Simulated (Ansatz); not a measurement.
An Ansatz (a first-principles code) input:

Ansatz 0.2 input:
```yaml
crystal:
  lattice:
    - [3.4965631709, 0.0, 0.0]
    - [-1.7482815855, 3.028112532, 0.0]
    - [0.0, 0.0, 13.700524461]
  atoms:
    - { symbol: Te, position: [0.3333333333, 0.6666666667, 0.6173642039] }
    - { symbol: Te, position: [0.6666666667, 0.3333333333, 0.3826357961] }
    - { symbol: Te, position: [0.6666666667, 0.3333333333, 0.1173642039] }
    - { symbol: Te, position: [0.3333333333, 0.6666666667, 0.8826357961] }
    - { symbol: Mo, position: [0.3333333333, 0.6666666667, 0.25] }
    - { symbol: Mo, position: [0.6666666667, 0.3333333333, 0.75] }
kpoints:
  mp_grid: { grid: [7, 7, 2] }
  band_path:
    path:
      - [[0.0, 0.0, 0.0], [0.5, 0.0, 0.0], [0.3333333333, 0.3333333333, 0.0], [0.0, 0.0, 0.0], [0.0, 0.0, 0.5], [0.5, 0.0, 0.5], [0.3333333333, 0.3333333333, 0.5], [0.0, 0.0, 0.5]]  # Γ-M-K-Γ-A-L-H-A
      - [[0.5, 0.0, 0.5], [0.5, 0.0, 0.0]]  # L-M
      - [[0.3333333333, 0.3333333333, 0.5], [0.3333333333, 0.3333333333, 0.0]]  # H-K
      - [VBM, CBM]
    npoints: 8
basis: { xc_grid: 2 }
hamiltonian:
  xc: pbe
  dispersion: d3bj
  pseudopotentials: { kind: paw }
magnetization: { noncollinear: true, spin_orbit: true }
scf:
  n_extra_bands: 12
  convergence: { dr2_threshold: 0.0000000001 }
  occupations: { method: gaussian, width: 0.01 }
checkpoint: { write: soc.run }
output: { eigenvalues: true }
```

Question: How many symmetry operations and irreducible k-points will the run report?

Answer: 24 operations, 16 of 98 k-points.

Question: With a cutoff of 420 eV, how many plane waves at Γ?

Answer: 2835.

It took very roughly 12 core-minutes on shared server cores.

Space group P6_3/mmc. Symmetry was held in the PBE+D3(BJ) relaxation. No spin polarisation was allowed.

Potentials: the later of the program's two PAW sets.

Ansatz is a plane-wave DFT program.
